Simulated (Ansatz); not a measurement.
Data:

PbSe:
Space group Fm-3m (No. 225); a = b = c = 6.178 Å, α = β = γ = 90.00°

```csv
atom,site,symmetry,x,y,z
Pb,4b,m-3m,0.5000,0.5000,0.5000
Se,4a,m-3m,0.0000,0.0000,0.0000
```
(The calculation used a cell of 2 atoms; values per cell refer to that cell.)

This is the r²SCAN-relaxed structure.

Q: All from plane-wave PAW r²SCAN (Ansatz code), unless another level is named. Give the Young's modulus.

A: 74.4 GPa.

Q: What about the elastic constants (relaxed ions, GPa)?

A: C11 = 128, C12 = 13.3, C44 = 18.3.

The cell was relaxed with r²SCAN under the symmetry of its start. The volume moved by -16 % from the start of the relaxation. Scalar-relativistic: spin–orbit coupling is off unless named, which matters more the heavier the elements.

Potentials: the later of the program's two PAW sets.
